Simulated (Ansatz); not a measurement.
WO3:
```yaml
crystal:
  lattice:
    - [7.51526, 0.00000, 0.00000]
    - [0.00000, 3.77428, 0.00000]
    - [0.00000, 0.00000, 3.91442]
  atoms:
    - { symbol: W, position: [0.75000, 0.00000, 0.06456] }
    - { symbol: W, position: [0.25000, 0.00000, 0.93544] }
    - { symbol: O, position: [0.25000, 0.50000, 0.98736] }
    - { symbol: O, position: [0.75000, 0.50000, 0.01264] }
    - { symbol: O, position: [0.75000, 0.00000, 0.51406] }
    - { symbol: O, position: [0.25000, 0.00000, 0.48594] }
    - { symbol: O, position: [0.50000, 0.00000, 0.00000] }
    - { symbol: O, position: [0.00000, 0.00000, 0.00000] }
```

Relaxed with PBEsol. Special points in fractions of this cell's reciprocal vectors: Γ (0.000, 0.000, 0.000); X (0.500, 0.000, 0.000); S (0.500, 0.500, 0.000); Y (0.000, 0.500, 0.000); Z (0.000, 0.000, 0.500); U (0.500, 0.000, 0.500); R (0.500, 0.500, 0.500); T (0.000, 0.500, 0.500).

**Question.** List the band energies nearest the valence-band maximum at these points for PBEsol with spin–orbit coupling (plane waves, PAW; program Ansatz).

**Answer.** In eV from the valence-band maximum; about four levels below and three above (degenerate sets whole), none deeper than 8.9 eV; points with the same levels are listed once.

```
k                    below                above
-  -----------------------  -------------------
Γ  -1.17 -1.17 -1.10 -1.10  0.55 0.55 1.44 1.44
X  -1.49 -1.49 -1.49 -1.49  2.00 2.00 2.00 2.00
S  -0.62 -0.62 -0.62 -0.62  3.20 3.20 3.20 3.20
Y  -1.32 -1.32 -0.01 -0.01  1.44 1.44 3.99 3.99
Z  -1.05 -1.05 -0.26 -0.26  0.61 0.61 3.84 3.84
U  -0.71 -0.71 -0.71 -0.71  2.59 2.59 2.59 2.59
R  -0.27 -0.27 -0.27 -0.27  4.41 4.41 4.41 4.41
T    -0.25 -0.25 0.00 0.00  3.81 3.81 4.11 4.11
```

Space group Pmma. The first step of the workflow began from a Materials Project structure, measured or hypothetical; the Crystallography Open Database copy checked does not list it. COD files the formula under space group No. 2, 14, 62, 129, 130, 191, so this cell is another polymorph or a model. Its standing as an ambient phase is unchecked. The cell was relaxed with PBEsol under the symmetry of its start. At this level the phase is dynamically unstable (imaginary phonons). No spin polarisation was allowed. No Hubbard U is applied.

Potentials: the later of the program's two PAW sets.
